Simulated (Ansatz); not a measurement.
Data:

GaIr (CsCl type, Pm-3m), a = b = c = 2.998 Å, α = β = γ = 90.00°.

This is the LDA-relaxed structure.

### Question
All from LDA (plane waves, PAW; program Ansatz), unless another level is named. Estimate the formation energy from the elements (no fitted shifts).

### Answer
-39 kJ/mol of atoms.

### Question
Predict the density of states at the Fermi level.

### Answer
0.23 states/eV per atom (mean over ±0.08 eV).

The first step of the workflow began from a Materials Project structure, measured or hypothetical; the Crystallography Open Database files this formula in space group No. 221, but the cells were not matched. Its standing as an ambient phase is unchecked. The cell was relaxed with LDA under the symmetry of its start; of distortions, only those at the zone centre were tested. No spin polarisation was allowed. The references are the lowest solids computed at this level, not always the standard phases. Scalar-relativistic: spin–orbit coupling is off unless named, which matters more the heavier the elements.

Potentials: the later of the program's two PAW sets.
